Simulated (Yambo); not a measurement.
A G0W0@LDA run in Yambo for ZnS (space group P6_3mc, No. 186) (3×3×1 Γ-centred k mesh, bands 25 to 374 and a 7 Ry block in the screening, 374 bands in G with the Bruneval-Gonze terminator, plasmon pole fitted at 27.2 eV) gives these matrix elements, in eV, at the band edges (Γ → Γ):

```
state               E0    <Vxc>     <Σx>  <Σc(E0)>      Z
---------------  -----  -------  -------  --------  -----
valence edge     0.000  -16.587  -19.988     2.351  0.788
conduction edge  1.921  -11.934   -7.223    -3.808  0.812
```

Task: Solve the linearised quasiparticle equation for both states, give the gap, and say how exchange and correlation each act on it.

Result: E = E0 + Z(Σx + Σc − Vxc). Valence: 0.000 + 0.788 × (-19.988 + (2.351) − (-16.587)) = -0.83 eV. Conduction: 1.921 + 0.812 × (-7.223 + (-3.808) − (-11.934)) = 2.65 eV. The gap is 3.48 eV, against 1.92 eV in LDA. Replacing Vxc by bare exchange alone would open it by 8.11 eV; correlation takes back 6.16 eV of that, and Z scales what is left. Nearest settings tried, and what they do to the gap: 254 bands in W, 254 bands in G: +47 meV; 6 Ry block (393 vectors against 455): -6 meV. Not varied: mesh. So the settings aren't converged at that level. 

Geometry of the Materials Project entry, not relaxed at this level; primitive cell a = b = 3.8080 Å, c = 18.6787 Å, α = β = 90.00°, γ = 120.00°.
